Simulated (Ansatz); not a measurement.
CdSe (wurtzite)

```
CELL_PARAMETERS angstrom
      4.38272     0.00000     0.00000
     -2.19136     3.79554     0.00000
      0.00000     0.00000     7.15447
ATOMIC_POSITIONS crystal
  Cd 0.66667 0.33333 0.00047
  Cd 0.33333 0.66667 0.50047
  Se 0.66667 0.33333 0.62473
  Se 0.33333 0.66667 0.12473
```

The slice is a (1 -1 0 0) plane (indices of the conventional cell) through the point (0.667, 0.333, 0.001) (fractional), spanned by u = [110] and v = [001] in vectors of this cell: u (4.38 Å) and v (7.15 Å, at 90° to u). It covers one period; positions are fractions (u, v).

Level of theory: PBE (plane waves to 420 eV, PAW, scalar-relativistic; Ansatz, a quantum-chemistry and plane-wave program). k mesh 9×9×5. Inside the PAW spheres the values are not all-electron values, and peaks at nuclei hang on which shells count as valence. CdSe was relaxed with its symmetry unable to fall.

Three fields on this plane, each scaled to ten steps between its own extremes (0 low, 9 high; the total valence density on a logarithmic scale, the potential cut 8 eV below its top; x marks points blanked near nuclei; v = 0 in the bottom row):

Map A
```
|xxxx2123333212xxx|
|xxxx2111111112xxx|
|xxx211000000112xx|
|22111100000011112|
|33332100000012333|
|98875310000135788|
|xx99752000025799x|
|xxx987310013789xx|
|xxxx9841001489xxx|
|xxxx9842112489xxx|
|xxxx9842112489xxx|
|xxxx9731111379xxx|
|xxxx9521111259xxx|
|xx99742111124799x|
|88875211221125788|
|76642111111112466|
|33211111111111123|
|00000001111000000|
|00000011111100000|
|00000123333210000|
|00001235555321000|
|11112356776532111|
|22112467887642112|
|32212468888642122|
|xxx213688886312xx|
|xxxx1257887521xxx|
|xxxx2246776422xxx|
|xxxx2124554212xxx|
```

Map B
```
|xxxx0478998740xxx|
|xxxx0579999750xxx|
|xxx036899998630xx|
|00036899999986300|
|23467899999987643|
|12468999999998642|
|xx03789999998730x|
|xxx047999999740xx|
|xxxx0689999860xxx|
|xxxx0578888750xxx|
|xxxx0577667750xxx|
|xxxx0566556650xxx|
|xxxx3665445663xxx|
|xx03665433456630x|
|23577764334677753|
|77888875555788887|
|99999877667789999|
|99999988778899999|
|99999998888999999|
|99999999999999999|
|88999999889999998|
|77788988778898877|
|34567887667887654|
|00036776556776300|
|xxx036665566630xx|
|xxxx0566666650xxx|
|xxxx0467777640xxx|
|xxxx0378888730xxx|
```

Map C
```
|xxxx8631001368xxx|
|xxxx9631111369xxx|
|xxx975311113579xx|
|67765321001235677|
|22232210000122322|
|00011100000011100|
|xx42100000000124x|
|xxx831000000138xx|
|xxxx6100000016xxx|
|xxxx7100000017xxx|
|xxxx5101111015xxx|
|xxxx2012332102xxx|
|xxxx0023443200xxx|
|xx21013566531012x|
|22111246776421112|
|11112346666432111|
|00112345555432110|
|00011223333221100|
|00001112222111000|
|00000001111000000|
|00000001111000000|
|11000001221000001|
|32100002332000012|
|54310002332000134|
|xxx310012210013xx|
|xxxx3100110013xxx|
|xxxx5210000125xxx|
|xxxx7420000247xxx|
```

Question: Assign the maps to these fields: density of the lowest conduction band (whole band as if filled, smooth part); electron localisation function (ELF); electrostatic potential energy of an electron, from the cell's mean.

Answer: A is the electron localisation function (ELF); B is the electrostatic potential energy of an electron, from the cell's mean; C is the density of the lowest conduction band (whole band as if filled, smooth part).
